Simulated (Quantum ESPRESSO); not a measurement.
# Al4FO4N: convergence and cost over cutoff and k mesh

A calculation, not a measurement. The program is pw.x of Quantum ESPRESSO 7.5 (plane-wave density functional theory). The cell is made up: 10 atoms on a corundum lattice, with randomly drawn elements, strain and displacements, not relaxed. PseudoDojo standard norm-conserving files (v0.5 for PBE, v0.4.1 for LDA and PBEsol) set the functional; there is no spin polarisation, spin-orbit coupling or dispersion term, and the masses in the input are unused placeholders.

Input of the run in row 4:

```
&control calculation='scf', pseudo_dir='./dojo.nc.sr.pbe.v0_5.standard.upf', outdir='./o', disk_io='low', tprnfor=.true., tstress=.true. /
&system ibrav=0, nat=10, ntyp=4, nbnd=30, ecutwfc=84.00895049, nosym=.true., tot_charge=0,
 occupations='smearing', smearing='fd', degauss=0.0018374661
/
&electrons conv_thr=7.350e-09, electron_maxstep=60, /
ATOMIC_SPECIES
Al 1.0 Al.upf
F 1.0 F.upf
N 1.0 N.upf
O 1.0 O.upf
CELL_PARAMETERS angstrom
2.5122 1.3716 4.4082
-2.4643 1.42 4.3665
0.0658 -2.8422 4.4034
ATOMIC_POSITIONS angstrom
Al 0.0236 -0.0709 4.6149
Al 0.0002 0.0628 1.8107
Al 0.0834 0.0037 8.5189
Al 0.2896 -0.0295 11.3288
F -0.8643 1.3474 7.5705
O -0.6729 -1.3816 7.7028
O 1.7047 -0.0476 7.7128
N 0.9826 -1.472 5.4787
O 0.7613 1.3148 5.4931
O -1.7314 0.031 5.5082
K_POINTS automatic
5 5 5 1 1 1
```

The same cell was run at these settings. Meshes are shifted by half a step, and differences are from the last row, which is itself not exact.

```
cutoff (eV)     k mesh  k points solved  threshold (eV)  free energy less the last row's (eV)  pressure (GPa)  largest stress difference (GPa)  largest force difference (eV/Å)  iterations  wall time (s)  k-point pools                  processor
        800  2 x 2 x 2                4           1e-04                                 0.933          -10.78                            11.53                            0.024           8             10              4  Intel Xeon, 2023 or later
       1143  1 x 1 x 1                1           1e-07                                -1.792           -3.46                             5.11                            0.731          13             10              4      AMD EPYC, Zen 5 class
        632  5 x 5 x 5               63           1e-07                                 6.589          -48.39                            49.29                            0.152          12             25              4      AMD EPYC, Zen 5 class
       1143  5 x 5 x 5               63           1e-07                                 0.003            0.49                             0.01                            0.000          12             48              4      AMD EPYC, Zen 5 class
       1437  7 x 7 x 7              172           1e-07                                 0.000            0.50                             0.00                            0.000          13            210              4      AMD EPYC, Zen 5 class
```

Each pool is one process. Wall times include start-up and a band step at six k points, which weighs most on the coarsest meshes. The runs were on shared virtual cores whose load varied, so times are rough.